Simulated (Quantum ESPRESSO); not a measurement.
# Hf4TaMgAlLi: finding a planted mistake in a log

Computed values, not a measurement. The program is pw.x of Quantum ESPRESSO 7.5 (plane-wave density functional theory). The cell is made up: eight metal atoms on a face-centred cubic lattice, with elements, volume, strain and displacements drawn at random and not relaxed, so it may be unstable or far from any real phase. PseudoDojo standard norm-conserving files set the functional (PBE unless stated); there is no spin polarisation or spin-orbit coupling, the Fermi-Dirac width of 0.25 eV means electrons at about 2900 K, and the masses in the input are unused placeholders. Heavy elements are run without spin-orbit coupling, which real alloys of them have. A spin test at this wide smearing found no moment, but such smearing suppresses magnetism that the real alloy may have.

Intended input:

```
&control calculation='scf', pseudo_dir='./dojo.nc.sr.pbe.v0_5.standard.upf', outdir='./o', disk_io='minimal', tprnfor=.true., tstress=.true. /
&system ibrav=0, nat=8, ntyp=5, nbnd=55, ecutwfc=84.00895049, nosym=.true., tot_charge=0,
 occupations='smearing', smearing='fd', degauss=0.0183746611
/
&electrons conv_thr=1.470e-08, electron_maxstep=70, mixing_beta=0.5 /
ATOMIC_SPECIES
Al 1.0 Al.upf
Hf 1.0 Hf.upf
Li 1.0 Li.upf
Mg 1.0 Mg.upf
Ta 1.0 Ta.upf
CELL_PARAMETERS angstrom
2.1056 4.3116 2.1101
-0.0601 4.3177 -4.1723
-4.1794 4.3231 -0.0548
ATOMIC_POSITIONS angstrom
Hf 0.084 -0.0132 0.0537
Ta -2.1661 2.2106 -0.0426
Hf 0.0295 2.123 -2.0355
Mg -2.0922 4.2678 -2.0781
Al 0.0417 4.2287 0.0622
Hf -2.1119 6.4671 0.0063
Hf 0.0435 6.4937 -2.0009
Li -2.0859 8.6221 -2.1762
K_POINTS automatic
5 5 5 1 1 1
```

The log is shortened where brackets say so; the opening notice, blank lines, dates and the lines on written files are dropped, and the path of the files is cut. It prints rydbergs, bohrs and kilobars, and counts compression as positive stress. Its total energy is the free energy E - TS of the whole cell.

Log of the intended run:

```
     Program PWSCF v.7.5
     Parallel version (MPI & OpenMP), running on       4 processor cores
     Number of MPI processes:                 4
     Threads/MPI process:                     1
     [start-up lines left out]
     bravais-lattice index     =            0
     lattice parameter (alat)  =       9.9055  a.u.
     unit-cell volume          =    1013.4693 (a.u.)^3
     number of atoms/cell      =            8
     number of atomic types    =            5
     number of electrons       =        77.00
     number of Kohn-Sham states=           55
     kinetic-energy cutoff     =      84.0090  Ry
     charge density cutoff     =     336.0358  Ry
     scf convergence threshold =      1.5E-08
     mixing beta               =       0.5000
     number of iterations used =            8  plain     mixing
     Exchange-correlation= PBE
                           (   1   4   3   4   0   0   0)
     [axes and pseudopotential details left out]
   Cartesian axes
     site n.     atom                  positions (alat units)
         1        Hf     tau(   1) = (   0.0160252  -0.0025182   0.0102447  )
         2        Ta     tau(   2) = (  -0.4132397   0.4217292  -0.0081271  )
         3        Hf     tau(   3) = (   0.0056279   0.4050172  -0.3883243  )
         4        Mg     tau(   4) = (  -0.3991413   0.8141934  -0.3964514  )
         5        Al     tau(   5) = (   0.0079554   0.8067340   0.0118663  )
         6        Hf     tau(   6) = (  -0.4028996   1.2337668   0.0012019  )
         7        Hf     tau(   7) = (   0.0082988   1.2388414  -0.3817235  )
         8        Li     tau(   8) = (  -0.3979394   1.6448888  -0.4151665  )
     number of k points=    63  Fermi-Dirac smearing, width (Ry)=  0.0184
                       cart. coord. in units 2pi/alat
        k(    1) = (   0.0002061   0.1214497   0.0000469), wk =   0.0320000
        k(    2) = (  -0.1889686   0.1818903   0.0653188), wk =   0.0320000
     [further k points left out]
     Dense  grid:   105371 G-vectors     FFT dimensions: (  60,  72,  72)
     Estimated max dynamical RAM per process >     367.67 MB
     Estimated total dynamical RAM >       1.36 GB
     Initial potential from superposition of free atoms
     starting charge      76.9839, renormalised to      77.0000
     Starting wfcs are   61 randomized atomic wfcs
     total cpu time spent up to now is        7.2 secs
     per-process dynamical memory:   287.2 Mb
     Self-consistent Calculation
     iteration #  1     ecut=    84.01 Ry     beta= 0.50
     Davidson diagonalization with overlap
     ethr =  1.00E-02,  avg # of iterations =  3.6
     Threshold (ethr) on eigenvalues was too large:
     Diagonalizing with lowered threshold
     Davidson diagonalization with overlap
     ethr =  2.35E-04,  avg # of iterations =  5.6
     total cpu time spent up to now is       46.9 secs
     total energy              =    -719.25040884 Ry
     estimated scf accuracy    <       0.19811536 Ry
     iteration #  2     ecut=    84.01 Ry     beta= 0.50
     Davidson diagonalization with overlap
     ethr =  2.57E-04,  avg # of iterations =  2.5
     total cpu time spent up to now is       66.1 secs
     total energy              =    -719.25811506 Ry
     estimated scf accuracy    <       0.18211269 Ry
     [iterations 3 to 10 left out]
     iteration # 11     ecut=    84.01 Ry     beta= 0.50
     Davidson diagonalization with overlap
     ethr =  1.78E-09,  avg # of iterations =  2.0
     total cpu time spent up to now is      219.1 secs
     total energy              =    -719.29779375 Ry
     estimated scf accuracy    <       0.00000010 Ry
     iteration # 12     ecut=    84.01 Ry     beta= 0.50
     Davidson diagonalization with overlap
     ethr =  1.35E-10,  avg # of iterations =  4.1
     total cpu time spent up to now is      242.1 secs
     End of self-consistent calculation
     [lines on levels left out]
!    total energy              =    -719.29779377 Ry
     estimated scf accuracy    <       0.00000001 Ry
     smearing contrib. (-TS)   =      -0.10202958 Ry
     internal energy E=F+TS    =    -719.19576419 Ry
     The total energy is F=E-TS. E is the sum of the following terms:
     one-electron contribution =    -236.09307347 Ry
     hartree contribution      =     137.16238623 Ry
     xc contribution           =    -165.39281470 Ry
     ewald contribution        =    -454.87226225 Ry
     convergence has been achieved in  12 iterations
     Forces acting on atoms (cartesian axes, Ry/au):
     atom    1 type  2   force =    -0.03513401    0.00319529   -0.00086830
     atom    2 type  5   force =     0.05332166   -0.02809033    0.00554127
     atom    3 type  2   force =    -0.01951693   -0.00205862    0.00446681
     atom    4 type  4   force =     0.00752831    0.01976903   -0.00555421
     atom    5 type  1   force =    -0.01512310    0.02066117    0.00131670
     atom    6 type  2   force =     0.02416608    0.00030631    0.01074157
     atom    7 type  2   force =    -0.02433318   -0.01302545   -0.03067982
     atom    8 type  3   force =     0.00909118   -0.00075741    0.01503599
     Total force =     0.095713     Total SCF correction =     0.000351
     Computing stress (Cartesian axis) and pressure
          total   stress  (Ry/bohr**3)                   (kbar)     P=       73.62
   0.00049786   0.00005551  -0.00013069           73.24        8.17      -19.23
   0.00005551   0.00044913  -0.00000355            8.17       66.07       -0.52
  -0.00013069  -0.00000355   0.00055430          -19.23       -0.52       81.54
     init_run     :      6.54s CPU      6.85s WALL (       1 calls)
     electrons    :    232.68s CPU    234.95s WALL (       1 calls)
     forces       :      4.25s CPU      4.30s WALL (       1 calls)
     stress       :     15.31s CPU     15.72s WALL (       1 calls)
     [timing details left out]
     PWSCF        :   4m19.18s CPU   4m22.28s WALL
     JOB DONE.
```

A second run was made from an input with one planted mistake. Its log:

```
     Program PWSCF v.7.5
     Parallel version (MPI & OpenMP), running on       4 processor cores
     Number of MPI processes:                 4
     Threads/MPI process:                     1
     [start-up lines left out]
     bravais-lattice index     =            0
     lattice parameter (alat)  =       9.9055  a.u.
     unit-cell volume          =    1013.4693 (a.u.)^3
     number of atoms/cell      =            8
     number of atomic types    =            5
     number of electrons       =        77.00
     number of Kohn-Sham states=           55
     kinetic-energy cutoff     =      84.0090  Ry
     charge density cutoff     =     336.0358  Ry
     scf convergence threshold =      1.5E-08
     mixing beta               =       0.5000
     number of iterations used =            8  plain     mixing
     Exchange-correlation= PBE
                           (   1   4   3   4   0   0   0)
     [axes and pseudopotential details left out]
   Cartesian axes
     site n.     atom                  positions (alat units)
         1        Hf     tau(   1) = (   0.0160252  -0.0025182   0.0102447  )
         2        Ta     tau(   2) = (  -0.4132397   0.4217292  -0.0081271  )
         3        Hf     tau(   3) = (   0.0056279   0.4050172  -0.3883243  )
         4        Mg     tau(   4) = (  -0.3991413   0.8141934  -0.3964514  )
         5        Li     tau(   5) = (   0.0079554   0.8067340   0.0118663  )
         6        Hf     tau(   6) = (  -0.4028996   1.2337668   0.0012019  )
         7        Hf     tau(   7) = (   0.0082988   1.2388414  -0.3817235  )
         8        Al     tau(   8) = (  -0.3979394   1.6448888  -0.4151665  )
     number of k points=    63  Fermi-Dirac smearing, width (Ry)=  0.0184
                       cart. coord. in units 2pi/alat
        k(    1) = (   0.0002061   0.1214497   0.0000469), wk =   0.0320000
        k(    2) = (  -0.1889686   0.1818903   0.0653188), wk =   0.0320000
     [further k points left out]
     Dense  grid:   105371 G-vectors     FFT dimensions: (  60,  72,  72)
     Estimated max dynamical RAM per process >     367.67 MB
     Estimated total dynamical RAM >       1.36 GB
     Initial potential from superposition of free atoms
     starting charge      76.9839, renormalised to      77.0000
     Starting wfcs are   61 randomized atomic wfcs
     total cpu time spent up to now is        9.9 secs
     per-process dynamical memory:   287.4 Mb
     Self-consistent Calculation
     iteration #  1     ecut=    84.01 Ry     beta= 0.50
     Davidson diagonalization with overlap
     ethr =  1.00E-02,  avg # of iterations =  3.7
     Threshold (ethr) on eigenvalues was too large:
     Diagonalizing with lowered threshold
     Davidson diagonalization with overlap
     ethr =  2.31E-04,  avg # of iterations =  5.9
     total cpu time spent up to now is       57.3 secs
     total energy              =    -719.25831883 Ry
     estimated scf accuracy    <       0.19323487 Ry
     iteration #  2     ecut=    84.01 Ry     beta= 0.50
     Davidson diagonalization with overlap
     ethr =  2.51E-04,  avg # of iterations =  2.2
     total cpu time spent up to now is       77.7 secs
     total energy              =    -719.26348729 Ry
     estimated scf accuracy    <       0.18815534 Ry
     [iterations 3 to 11 left out]
     iteration # 12     ecut=    84.01 Ry     beta= 0.50
     Davidson diagonalization with overlap
     ethr =  1.20E-10,  avg # of iterations =  3.9
     total cpu time spent up to now is      266.1 secs
     total energy              =    -719.30397258 Ry
     estimated scf accuracy    <       0.00000002 Ry
     iteration # 13     ecut=    84.01 Ry     beta= 0.50
     Davidson diagonalization with overlap
     ethr =  1.97E-11,  avg # of iterations =  2.4
     total cpu time spent up to now is      283.4 secs
     End of self-consistent calculation
     [lines on levels left out]
!    total energy              =    -719.30397258 Ry
     estimated scf accuracy    <          1.5E-09 Ry
     smearing contrib. (-TS)   =      -0.10110292 Ry
     internal energy E=F+TS    =    -719.20286966 Ry
     The total energy is F=E-TS. E is the sum of the following terms:
     one-electron contribution =    -236.07589156 Ry
     hartree contribution      =     137.14970398 Ry
     xc contribution           =    -165.40441983 Ry
     ewald contribution        =    -454.87226225 Ry
     convergence has been achieved in  13 iterations
     Forces acting on atoms (cartesian axes, Ry/au):
     atom    1 type  2   force =    -0.02622434    0.01425443    0.00962985
     atom    2 type  5   force =     0.02676639   -0.02636077    0.02407575
     atom    3 type  2   force =    -0.00955831    0.00342441   -0.01093171
     atom    4 type  4   force =     0.00668623    0.01820078   -0.00642853
     atom    5 type  3   force =    -0.01189576    0.01277785   -0.00591693
     atom    6 type  2   force =     0.02465715   -0.00236335    0.00814237
     atom    7 type  2   force =    -0.02134046   -0.01930956   -0.03178708
     atom    8 type  1   force =     0.01090910   -0.00062380    0.01321628
     Total force =     0.082261     Total SCF correction =     0.000130
     Computing stress (Cartesian axis) and pressure
          total   stress  (Ry/bohr**3)                   (kbar)     P=       75.41
   0.00053426   0.00005217  -0.00011577           78.59        7.67      -17.03
   0.00005217   0.00043415  -0.00000342            7.67       63.87       -0.50
  -0.00011577  -0.00000342   0.00056956          -17.03       -0.50       83.79
     init_run     :      9.39s CPU      9.77s WALL (       1 calls)
     electrons    :    271.62s CPU    273.54s WALL (       1 calls)
     forces       :      2.87s CPU      2.91s WALL (       1 calls)
     stress       :     10.10s CPU     10.41s WALL (       1 calls)
     [timing details left out]
     PWSCF        :   4m54.12s CPU   4m56.85s WALL
     JOB DONE.
```

Question: the log repeats what the program read. Compare it with the intended run: what was wrong in the second input?

Answer: two atoms have their elements exchanged. The input lines that differ:

```
- Al 0.0417 4.2287 0.0622
+ Li 0.0417 4.2287 0.0622
- Li -2.0859 8.6221 -2.1762
+ Al -2.0859 8.6221 -2.1762
```

|  | intended run | run with the mistake |
| --- | --- | --- |
| free energy (eV) | -9786.545 | -9786.629 |
| entropy term -TS, part of it (eV) | -1.388 | -1.376 |
| pressure (GPa) | 7.36 | 7.54 |
| size of the largest force component (eV/Å) | 1.371 | 0.817 |
| largest change of a force component (eV/Å) |  | 0.683 |
| iterations | 12 | 13 |

For scale, a rerun of the intended cell at a higher cutoff and on a denser mesh moved values by no more than 0.002 eV in energy, 0.02 GPa in stress and 0.003 eV/Å in force, and a second program with other atomic files agreed on that cell to 2 % rms in force and 0.5 GPa in pressure.